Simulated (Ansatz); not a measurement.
# Field gradients of TiSi2 from run to run

Cell of run 1: a Materials Project structure (computed, not necessarily an observed phase), taken as it stands.

```cif
data_TiSi2
_symmetry_space_group_name_H-M 'Cmcm'
_symmetry_Int_Tables_number 63
_cell_length_a 3.5302
_cell_length_b 13.5186
_cell_length_c 3.5652
_cell_angle_alpha 90.000
_cell_angle_beta 90.000
_cell_angle_gamma 90.000
loop_
_atom_site_label
_atom_site_type_symbol
_atom_site_symmetry_multiplicity
_atom_site_Wyckoff_symbol
_atom_site_fract_x
_atom_site_fract_y
_atom_site_fract_z
Ti Ti 4 c 0.5000 0.6031 0.7500
Si3 Si 4 c 0.5000 0.9417 0.7500
Si5 Si 4 c 0.5000 0.2503 0.7500
```

One atom of each set is listed; the run and its k-mesh use a cell of 6 atoms with edges of 6.99, 6.99, 3.57 Å.

Relaxed positions (PBE, cell held):

Ti (0.5000, 0.6030, 0.7500)
Si3 (0.5000, 0.9407, 0.7500)
Si5 (0.5000, 0.2503, 0.7500)

All runs are DFT with Ansatz 0.2.0 (plane waves and PAW, scalar-relativistic unless spin–orbit coupling is named, Γ-centred meshes, Fermi–Dirac smearing where given) in this cell.

Run 1: PBE, atoms as given; 420 eV, 10×10×9 k-points, smearing 0.05 eV.
Run 2: PBE, atoms relaxed; 420 eV, 10×10×9 k-points, smearing 0.05 eV.
Run 3: r2SCAN, at the relaxed atoms; 500 eV, 10×10×9 k-points, smearing 0.05 eV.

| run | Ti V_zz (η) | Si3 V_zz (η) | Si5 V_zz (η) |
| --- | --- | --- | --- |
| 1 | -0.84 (0.19) | 4.03 (0.25) | -2.08 (0.04) |
| 2 | -0.79 (0.23) | 4.21 (0.26) | -2.03 (0.06) |
| 3 | ? | ? | ? |

V_zz in 10²¹ V/m².

Problem. Estimate the row of run 3.

Solution. Ti: -0.66 (0.32); Si3: 4.28 (0.28); Si5: -2.00 (0.06). It lies nearest to run 2, from whose tensors on these sites it differs by 0.13 at most (largest principal value of the difference, on Ti). Taken one at a time, the positions of the atoms (as given or relaxed) move the tensors on these sites by up to 0.17 (largest principal value of the change, on Si3), the functional (r2SCAN with its higher cutoff) by 0.13 (Ti). Without a gap such differences can lie within the error of the k-mesh, so this order isn't firm.

In runs 1, 2, 3 there is no gap above 0.1 eV, so the gradients can move by 10 % or more with the k-mesh.
